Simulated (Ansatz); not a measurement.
Theory: Ansatz, DFT PBE, scalar-relativistic, plane waves, PAW. Settings: cutoff 420 eV, Γ-centred meshes spaced at most about 0.3 Å⁻¹, and about 0.25 Å⁻¹ or finer for metals (2π included), Gaussian smearing. No spin polarisation in the final relaxations.

These are static total energies at zero pressure.

Two relaxed structures of Sn2As2Se:

A.

```xyz
5
Lattice="5.1695 0.0000 0.0000 -2.5847 4.4769 0.0000 0.0000 0.0000 5.8274" Properties=species:S:1:pos:R:3 pbc="T T T"
Sn    0.0000    2.9846    2.9137
Sn    2.5847    1.4923    2.9137
As    0.0000    2.9846    0.0000
As    2.5847    1.4923    0.0000
Se    0.0000    0.0000    2.9137
```

B.

```xyz
5
Lattice="-2.6555 2.6555 4.4424 2.6555 -2.6555 4.4424 2.6555 2.6555 -4.4424" Properties=species:S:1:pos:R:3 pbc="T T T"
Sn    0.0000    2.6555    2.2212
Sn    2.6555    0.0000    2.2212
As    0.0000    0.0000    1.2328
As    0.0000    0.0000    7.6520
Se    0.0000    0.0000    4.4424
```

Question: Which form is favoured at zero pressure, and by what margin per atom?

Answer: B is lower, by 189 meV/atom. A has space group P6/mmm (No. 191), 27.0 Å³/atom and no gap on its mesh; B has space group I4/mmm (No. 139), 25.1 Å³/atom and no gap. Counting As or Se atoms around Sn (for each partner element, those within 1.25 times its shortest distance or 1.15 times the sum of covalent radii, where it is the nearest in units of that sum or under 1.3), A has Sn 5 and B has Sn 4. B holds As–As pairs (shortest 2.47 Å); in A the shortest As–As distance is 2.98 Å. The denser one is the lower, and pressure would at first widen the difference. Both come from invented guesses.

Cells relaxed within their symmetry can be saddle points.
